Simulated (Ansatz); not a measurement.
PtS2 (CdI2 type)

```xyz
3
Lattice="3.5523 0.0000 0.0000 -1.7761 3.0764 0.0000 0.0000 0.0000 5.1280" Properties=species:S:1:pos:R:3 pbc="T T T"
Pt     0.0000     0.0000     0.0000
S      0.0000     2.0509     1.2259
S      1.7761     1.0255     3.9021
```

The slice is a (1 -1 0 0) plane (indices of the conventional cell) through the point (0.000, 0.000, 0.000) (fractional), spanned by u = [110] and v = [001] in vectors of this cell: u (3.55 Å) and v (5.13 Å, at 90° to u). It covers one period; positions are fractions (u, v).

All values below come from r2SCAN+rVV10 (plane waves to 500 eV, PAW, scalar-relativistic; Ansatz, an electronic-structure program). k mesh 11×11×7. Near the nuclei the fields are pseudised (PAW); where an atom keeps semicore shells as valence, they peak there. PtS2 is run without spin polarisation. PtS2 was relaxed with its symmetry unable to fall. Spin-orbit coupling is left out, though Pt is heavy.

Three fields on this plane, each scaled to ten steps between its own extremes (0 low, 9 high; the total valence density on a logarithmic scale, the potential cut 8 eV below its top; x marks points blanked near nuclei; v = 0 in the bottom row):

Map A
```
|xxxxxxx024565420xxxxxx|
|xxxxxx00245554200xxxxx|
|xxxxxx00344444300xxxxx|
|xxxxx0013333333100xxxx|
|xxxx001222111222100xxx|
|xx0001232100012321000x|
|0001244320000023442100|
|3344555420000024555443|
|6666666431000134666666|
|7778776543212345677877|
|8888887654434456788888|
|9999988776555677889999|
|9999998887777788899999|
|9999999988888889999999|
|9999999999989999999999|
|9999999999999999999999|
|9999999999989999999999|
|9999999988888889999999|
|9999998887777788899999|
|9999988776555677889999|
|8888887654434456788888|
|7778776543212345677877|
|6666666431000134666666|
|3344555420000024555443|
|0001244320000023442100|
|xx0001232100012321000x|
|xxxx001222111222100xxx|
|xxxxx0013333333100xxxx|
|xxxxxx00344444300xxxxx|
|xxxxxx00245554200xxxxx|
|xxxxxxx024565420xxxxxx|
|xxxxxxx024565420xxxxxx|
```

Map B
```
|xxxxxxx533222335xxxxxx|
|xxxxxx96433333469xxxxx|
|xxxxxx86544444568xxxxx|
|xxxxx9755544455579xxxx|
|xxxx965555555555569xxx|
|xx9754444555554444579x|
|5543333445555544333345|
|2222122345666543221222|
|1111112345666543211111|
|0000012345676543210000|
|0000012345666543210000|
|0000011234555432110000|
|0000001223444322100000|
|0000001122232221100000|
|0000000111222111000000|
|0000000111111111000000|
|0000000111222111000000|
|0000001122232221100000|
|0000001223444322100000|
|0000011234555432110000|
|0000012345666543210000|
|0000012345676543210000|
|1111112345666543211111|
|2222122345666543221222|
|5543333445555544333345|
|xx9754444555554444579x|
|xxxx965555555555569xxx|
|xxxxx9755544455579xxxx|
|xxxxxx86544444568xxxxx|
|xxxxxx96433333469xxxxx|
|xxxxxxx533222335xxxxxx|
|xxxxxxx532222235xxxxxx|
```

Map C
```
|xxxxxxx332212233xxxxxx|
|xxxxxx43333333334xxxxx|
|xxxxxx34444444443xxxxx|
|xxxxx3346666666433xxxx|
|xxxx334678888876433xxx|
|xx5434578899988754345x|
|5443346789999987643344|
|4333346799999997643333|
|3222346799999997643222|
|1111235789999987532111|
|1111124689999986421111|
|0000123567888765321000|
|0000012345666543210000|
|0000001122232221100000|
|0000000001111100000000|
|0000000000000000000000|
|0000000001111100000000|
|0000001122232221100000|
|0000012345666543210000|
|0000123567888765321000|
|1111124689999986421111|
|1111235789999987532111|
|3222346799999997643222|
|4333346799999997643333|
|5443346789999987643344|
|xx5434578899988754345x|
|xxxx334678888876433xxx|
|xxxxx3346666666433xxxx|
|xxxxxx34444444443xxxxx|
|xxxxxx43333333334xxxxx|
|xxxxxxx332212233xxxxxx|
|xxxxxxx322111223xxxxxx|
```

### Question
Assign the maps to these fields: density of the highest valence band (whole band, smooth part); electron localisation function (ELF); electrostatic potential energy of an electron, from the cell's mean.

### Answer
A is the electrostatic potential energy of an electron, from the cell's mean; B is the density of the highest valence band (whole band, smooth part); C is the electron localisation function (ELF).
